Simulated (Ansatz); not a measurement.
VBiO4:
```
VBiO4
1.0
   -3.65169     3.65169     3.22076
    3.65169    -3.65169     3.22076
    3.65169     3.65169    -3.22076
V Bi O
2 2 8
Direct
  0.25000   0.75000   0.50000
  0.50000   0.50000   0.00000
  0.00000   0.00000   0.00000
  0.75000   0.25000   0.50000
  0.66910   0.48804   0.81894
  0.23804   0.91910   0.31894
  0.66910   0.85015   0.18106
  0.60015   0.91910   0.68106
  0.08090   0.39985   0.31894
  0.51196   0.33090   0.18106
  0.08090   0.76196   0.68106
  0.14985   0.33090   0.81894
```

Relaxed with r²SCAN. Special points in fractions of this cell's reciprocal vectors: Γ (0.000, 0.000, 0.000); X (0.000, 0.000, 0.500); M (-0.500, 0.500, 0.500); Z (0.444, 0.444, -0.444); Z0 (-0.444, 0.556, 0.444); P (0.250, 0.250, 0.250); N (0.000, 0.500, 0.000).

**Question.** List the band energies nearest the valence-band maximum at these points for r²SCAN (plane waves, PAW; program Ansatz).

**Answer.** In eV from the valence-band maximum; about four levels below and three above (degenerate sets whole), none deeper than 8.9 eV; points with the same levels are listed once.

| k | below | above |
|---|---|---|
| Γ | -1.04 -0.86 -0.86 -0.63 | 3.25 3.81 3.82 |
| X | -0.96 -0.96 -0.68 -0.68 | 3.45 3.45 3.74 3.74 |
| M | -1.14 -1.14 -0.77 -0.77 | 3.67 3.67 3.79 3.79 |
| Z | -1.15 -1.15 -1.13 -0.40 | 3.32 3.77 3.79 |
| P | -0.92 -0.92 -0.36 -0.36 | 3.10 3.10 3.52 3.52 |
| N | -1.19 -0.87 -0.76 -0.21 | 2.93 3.43 3.50 |

Space group I4_1/amd. The first step of the workflow began from a Materials Project structure, measured or hypothetical; the Crystallography Open Database files this formula in space group No. 141, but the cells were not matched. It is not the phase usual at ambient conditions (space group No. 88). The cell was relaxed with r²SCAN under the symmetry of its start; whether a distortion lowers the energy is not shown. The run is not spin-polarised. No Hubbard U is applied. Scalar-relativistic: spin–orbit coupling is off unless named, which matters more the heavier the elements.

Potentials: the later of the program's two PAW sets.
